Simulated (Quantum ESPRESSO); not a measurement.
# Pt2HfWReNb2Ta: different elements on one site, starting from this cell

Simulated, not a measurement. The program is pw.x of Quantum ESPRESSO 7.5 (plane-wave density functional theory). The cell is made up: eight metal atoms on a hexagonal close-packed lattice, with elements, volume, strain and displacements drawn at random and not relaxed, so it may be unstable or far from any real phase. PseudoDojo standard norm-conserving files set the functional (PBE unless stated); there is no spin polarisation or spin-orbit coupling, the Fermi-Dirac width of 0.25 eV means electrons at about 2900 K, and the masses in the input are unused placeholders. Heavy elements are run without spin-orbit coupling, which real alloys of them have. A spin test at this wide smearing found no moment, but such smearing suppresses magnetism that the real alloy may have.

The runs put different elements on site 3. Cell, positions, cutoff, mesh and smearing stay as in the input of run 1; sites are counted in its order. Stress in the tables is positive in tension.

Input of run 1:

```
&control calculation='scf', pseudo_dir='./dojo.nc.sr.pbe.v0_5.standard.upf', outdir='./o', disk_io='minimal', tprnfor=.true., tstress=.true. /
&system ibrav=0, nat=8, ntyp=6, nbnd=76, ecutwfc=84.00895049, nosym=.true., tot_charge=0,
 occupations='smearing', smearing='fd', degauss=0.0183746611
/
&electrons conv_thr=1.470e-08, electron_maxstep=70, mixing_beta=0.5 /
ATOMIC_SPECIES
Hf 1.0 Hf.upf
Nb 1.0 Nb.upf
Pt 1.0 Pt.upf
Re 1.0 Re.upf
Ta 1.0 Ta.upf
W 1.0 W.upf
CELL_PARAMETERS angstrom
2.917 -0.046 -0.0203
-0.0796 5.002 0.0397
-0.0659 0.0744 9.4927
ATOMIC_POSITIONS angstrom
Pt -0.1578 -0.0387 -0.1094
Hf -0.1091 0.1504 4.7337
W 0.0329 1.6717 2.3618
Re -0.0721 1.8036 7.1908
Nb 1.3873 2.5131 -0.0241
Ta 1.3653 2.3924 4.7262
Pt 1.3789 4.1265 2.5546
Nb 1.3281 4.3376 7.1254
K_POINTS automatic
8 5 3 1 1 1
```

```
run  elements on sites 1 to 8  -TS (eV)  pressure (GPa)  stress xx (GPa)  stress yy (GPa)  stress zz (GPa)  stress yz (GPa)  stress xz (GPa)  stress xy (GPa)  iterations
  1    Pt Hf W Re Nb Ta Pt Nb    -1.756            2.09            -0.77            -3.08            -2.41             0.04            -0.67            -2.56          22
  2   Pt Hf Ga Re Nb Ta Pt Nb    -1.562            2.24            -2.80            -1.85            -2.09             0.95            -0.92            -1.63          20
  3   Pt Hf Mo Re Nb Ta Pt Nb    -1.810            1.88            -1.21            -3.15            -1.27            -0.12            -0.72            -2.51          20
  4   Pt Hf Nb Re Nb Ta Pt Nb    -1.797            5.58            -4.93            -5.63            -6.19             0.14            -0.81            -2.67          20
  5   Pt Hf Al Re Nb Ta Pt Nb    -1.564            1.87            -2.17            -0.11            -3.32             1.39            -0.93            -1.81          20
```

Forces Fx Fy Fz (eV/Å):

```
site              run 1              run 2              run 3              run 4              run 5
   1     0.73 0.56 0.84     0.62 0.50 0.72     0.72 0.53 0.80     0.70 0.52 0.74     0.65 0.61 0.84
   2   0.25 -2.25 -0.74   0.34 -2.19 -0.79   0.26 -2.26 -0.95   0.21 -2.42 -0.47   0.32 -2.14 -0.63
   3  -0.19 -0.54 -1.23   -0.24 0.00 -0.71  -0.18 -0.46 -1.03  -0.25 -0.34 -1.57  -0.32 -0.06 -0.79
   4   -0.18 0.69 -0.06    -0.07 0.76 0.18   -0.16 0.71 -0.03   -0.19 0.66 -0.03    -0.08 0.71 0.17
   5   -0.16 -0.38 0.42  -0.12 -0.48 -0.12   -0.18 -0.40 0.45  -0.13 -0.27 -0.13  -0.08 -0.42 -0.32
   6     0.19 2.16 1.12     0.26 2.09 0.43     0.17 2.20 0.96     0.25 2.28 1.72     0.31 1.99 0.58
   7   -0.07 0.27 -1.38  -0.23 -0.03 -0.87   -0.05 0.18 -1.24   -0.05 0.06 -1.28  -0.23 -0.08 -1.01
   8   -0.56 -0.51 1.03   -0.56 -0.65 1.16   -0.57 -0.50 1.03   -0.55 -0.49 1.02   -0.57 -0.62 1.16
```

Energies are left out, as each element's file has its own zero. A rerun of one cell of this series at a higher cutoff and on a denser mesh moved values by no more than 0.009 eV in energy, 0.11 GPa in stress and 0.012 eV/Å in force, and a second program with other atomic files agreed on that cell to 2 % rms in force and 0.5 GPa in pressure.